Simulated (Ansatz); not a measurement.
HfRh3 (Cu3Au type, Pm-3m) under volume change, the program Ansatz at the PBEsol level (PAW), scaled uniformly.

| V (Å³/atom) | E − E(relaxed) (meV/atom) | P (GPa) |
|---|---|---|
| 13.444 | 109.9 | 28.96 |
| 13.887 | 45.9 | 17.61 |
| 14.330 | (withheld) | (withheld) |
| 14.773 | 0.0 | 0.00 |
| 15.216 | 9.6 | -6.78 |
| 15.660 | (withheld) | (withheld) |
| 16.103 | 77.9 | -17.28 |

What belongs in the gaps?


- 14.330, E − E(relaxed) (meV/atom): 10.8
- 14.330, P (GPa): 8.05
- 15.660, E − E(relaxed) (meV/atom): 36.5
- 15.660, P (GPa): -12.48

What does a third-order Birch–Murnaghan fit give for V₀, B₀ and B′?

V₀ = 14.77 Å³/atom, B₀ = 246 GPa, B′ = 4.7.

The workflow started from a Materials Project entry (that database holds measured and hypothetical structures alike); the Crystallography Open Database files this formula in space group No. 221, but the cells were not matched. Its standing as an ambient phase is unchecked. The PBEsol relaxation kept the symmetry of its start; of distortions, only those at the zone centre were tested. No spin polarisation was allowed. Scalar-relativistic: spin–orbit coupling is off unless named, which matters more the heavier the elements.

Potentials: the later of the program's two PAW sets.
